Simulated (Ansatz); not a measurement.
# What a change of settings does: AlRu (rocksalt type)

First run: DFT, PBEsol, all-electron LAPW, scalar-relativistic (Ansatz 0.2.0).

Command: `ansatz run input.yaml --threads 1 --pin off --max-ram 2048MiB --backend cpu --events-out ev --progress --plain --runs-dir out` It took 45 s on 1 thread of Intel(R) Xeon(R) Platinum 8375C CPU @ 2.90GHz (Ice Lake), on a shared host, peak memory 0.46 GiB.

```yaml
crystal:
  lattice:
    - [0.0, 2.4652521859, 2.4652521859]
    - [2.4652521859, 0.0, 2.4652521859]
    - [2.4652521859, 2.4652521859, 0.0]
  atoms:
    - { symbol: Ru, position: [0.0, 0.0, 0.0] }
    - { symbol: Al, position: [0.5, 0.5, 0.5] }
kpoints:
  mp_grid: { grid: [14, 14, 14] }
  band_path:
    path:
      - [0.0, 0.0, 0.0]
      - [0.5, 0.0, 0.5]
      - [0.625, 0.25, 0.625]
      - [0.375, 0.375, 0.75]
      - [0.0, 0.0, 0.0]
      - [0.5, 0.5, 0.5]
      - [0.5, 0.25, 0.75]
      - [0.5, 0.0, 0.5]
    npoints: 14
scf:
  occupations: { method: fermi_dirac, width: 0.05 }
hamiltonian:
  xc: pbesol
  pseudopotentials: { kind: all_electron, lapw: { basis_error: 0.001 } }
output:
  forces: true
  stress: true
  eigenvalues: true
  populations: true
  dos: { projected: true, de: 0.2, e_range: [-14, 8] }
```

The cell comes from a relaxation on PAW files under the same functional, begun from a prototype that needn't be the stable phase.

It converges in 9 SCF iterations at a pressure of -0.07 GPa.

The input is then changed:

```diff
   pseudopotentials: { kind: all_electron, lapw: { basis_error: 0.001 } }
+  dispersion: d3bjatm
 output:
   populations: true
-  dos: { projected: true, de: 0.2, e_range: [-14, 8] }
```

Q: What does the second run give?

A: It converges in 9 SCF iterations at a pressure of -3.93 GPa.
